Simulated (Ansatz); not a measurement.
Relaxation of a generated cell, BeNi built in the AFLOW prototype AB_cI16_199_a_a (B_a); 8 atoms in the cell, which starts as I2₁3 (No. 199), cI16; a = 5.1740 Å, b = 5.1740 Å, c = 5.1740 Å, α = 90.00°, β = 90.00°, γ = 90.00°. The numbers are results of PBEsol (plane waves to 420 eV, PAW, scalar-relativistic; Ansatz, a first-principles code), not measurements. Γ-centred k-mesh 9×9×9 on the run's cell (coarser than for final values), Fermi–Dirac smearing 0.05 eV. This is the first round of the run. Spin-polarised start, with parallel moments on Ni.

The optimiser's lines from the output (shortened; P is positive under compression):

```
relax step   1: F+E_penalty+E_count = -23582.51181382 eV  Δ(F+E_penalty+E_count) = +0.000e0 eV  max|allowed force component| = 2.236e0 eV/Å  Δτ_max = 0.0000 Å  P = +15.827 GPa  Ω = 69.255 Å³  (15 SCF iters, dr2 threshold 1.00e-7 eV, accepted)
relax step   2: F+E_penalty+E_count = -23583.65943618 eV  Δ(F+E_penalty+E_count) = -1.148e0 eV  max|allowed force component| = 1.567e0 eV/Å  Δτ_max = 0.0859 Å  P = +6.543 GPa  Ω = 70.066 Å³  (9 SCF iters, dr2 threshold 8.00e-7 eV, accepted)
relax step   3: F+E_penalty+E_count = -23584.94236744 eV  Δ(F+E_penalty+E_count) = -1.283e0 eV  max|allowed force component| = 2.889e-1 eV/Å  Δτ_max = 0.1956 Å  P = +3.451 GPa  Ω = 68.334 Å³  (10 SCF iters, dr2 threshold 8.00e-7 eV, accepted)
relax step   4: F+E_penalty+E_count = -23585.14754009 eV  Δ(F+E_penalty+E_count) = -2.052e-1 eV  max|allowed force component| = 2.652e-1 eV/Å  Δτ_max = 0.0867 Å  P = +2.957 GPa  Ω = 68.103 Å³  (8 SCF iters, dr2 threshold 8.00e-7 eV, accepted)
relax step   5: F+E_penalty+E_count = -23585.22755373 eV  Δ(F+E_penalty+E_count) = -8.001e-2 eV  max|allowed force component| = 5.501e-3 eV/Å  Δτ_max = 0.0929 Å  P = -1.028 GPa  Ω = 69.318 Å³  (9 SCF iters, dr2 threshold 8.00e-7 eV, accepted)
relax step   6: F+E_penalty+E_count = -23585.22892577 eV  Δ(F+E_penalty+E_count) = -1.372e-3 eV  max|allowed force component| = 2.012e-3 eV/Å  Δτ_max = 0.0029 Å  P = +0.013 GPa  Ω = 68.950 Å³  (7 SCF iters, dr2 threshold 8.00e-7 eV, accepted)
relax step   7: F+E_penalty+E_count = -23585.22885846 eV  Δ(F+E_penalty+E_count) = +6.731e-5 eV  max|allowed force component| = 2.012e-3 eV/Å  Δτ_max = 0.0000 Å  P = -0.006 GPa  Ω = 68.950 Å³  stress off target by 6.04e-3 GPa  SCF on the basis re-selected at this cell (its energy is not comparable with the rows above)  (8 SCF iters)
```

From the first to the last row the energy changes by -0.34 eV/atom and the volume by -0.4 %. The last row is marked as not comparable with the walk above it, whose basis was carried along; it does compare with step 1, since both stand on a basis selected at the nominal cutoff for their own cell.

Later rounds, restarted from the end of this one on a renewed k-mesh, logged 2 more steps and released under 0.01 eV/atom more. The final structure after all rounds: Pm-3m (No. 221), cP2, CsCl type; a = 2.5832 Å, b = 2.5832 Å, c = 2.5832 Å, α = 90.00°, β = 90.00°, γ = 90.00°. No spin polarisation in the result: the starting moments vanished. A magnetic state may lie lower.

The run could not lose the symmetry of its start.

The first start was generated by placing the elements on the sites of a structure type. Materials Project lists a structure of BeNi in the same space group, Pm-3m (No. 221); the sites were not compared with it, nor with measured phases.
